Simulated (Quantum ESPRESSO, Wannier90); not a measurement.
# Tight-binding from DFT: GaP (zinc blende)

```
begin unit_cell_cart
ang
    0.0000000000    2.7258100000    2.7258100000
    2.7258100000    0.0000000000    2.7258100000
    2.7258100000    2.7258100000    0.0000000000
end unit_cell_cart
begin atoms_frac
Ga   0.0000000000  0.0000000000  0.0000000000
P   -0.2500000000 -0.2500000000 -0.2500000000
end atoms_frac
```

Structure: Materials Project mp-2490, symmetrised, not relaxed again. COD (Crystallography Open Database) has an entry of this formula and space group (matched by these alone). Level: LDA, no spin polarisation, no spin-orbit coupling; pw.x of Quantum ESPRESSO at 64 Ry with PseudoDojo potentials, 8×8×8 k-points, Wannier90. Density: 10×10×10 mesh, cold smearing 0.01 Ry.

Band 6 is isolated and gives one Wannier function a cell (P2 3s 53 %, Ga1 4p 25 %, Ga1 4s 15 %; spread 2.43 Å²). Its on-site energy is ε = -10.505 eV relative to the valence-band maximum, and its hoppings t(R) = t(−R) to the nearer images are (images within this range that aren't listed have |t| under 5 meV):

```tsv
R (lattice vectors; −R alike)	distance (Å)	t (eV)
0 0 1	3.85	-0.212
0 1 -1	3.85	-0.212
0 1 0	3.85	-0.212
1 -1 0	3.85	-0.212
1 0 -1	3.85	-0.212
1 0 0	3.85	-0.212
1 -1 -1	5.45	0.018
1 -1 1	5.45	0.018
1 1 -1	5.45	0.018
0 1 -2	6.68	0.021
0 1 1	6.68	0.021
0 2 -1	6.68	0.021
1 -2 0	6.68	0.021
1 -2 1	6.68	0.021
1 0 -2	6.68	0.021
1 0 1	6.68	0.021
1 1 -2	6.68	0.021
1 1 0	6.68	0.021
2 -1 -1	6.68	0.021
2 -1 0	6.68	0.021
2 0 -1	6.68	0.021
```

Q: Work out the band energy at Γ, X, U, K from these numbers.

A: For one orbital E(k) = ε + Σ_R 2 t(R) cos(2π k·R), the sum over the listed R.
- Γ, k = (0.000, 0.000, 0.000): E = -10.505 + (-0.212)·(12.00) + (0.018)·(6.00) + (0.021)·(24.00) = -12.44 eV; pw.x: -12.51 eV
- X, k = (-0.500, -0.500, 0.000): E = -10.505 + (-0.212)·(-4.00) + (0.018)·(6.00) + (0.021)·(-8.00) = -9.72 eV; pw.x: -9.52 eV
- U, k = (-0.375, -0.375, 0.250): E = -10.505 + (-0.212)·(-3.66) + (0.018)·(2.00) + (0.021)·(4.00) = -9.61 eV; pw.x: -9.56 eV
- K, k = (-0.375, 0.000, 0.375): E = -10.505 + (-0.212)·(-3.66) + (0.018)·(2.00) + (0.021)·(4.00) = -9.61 eV; pw.x: -9.56 eV

At these points the listed shells miss the plane-wave band by up to 0.20 eV, of a width of 3.09 eV on the path. With all its hoppings the model misses the band by 5.7 meV at worst on the whole path, so most of the miss comes from the hoppings not listed.
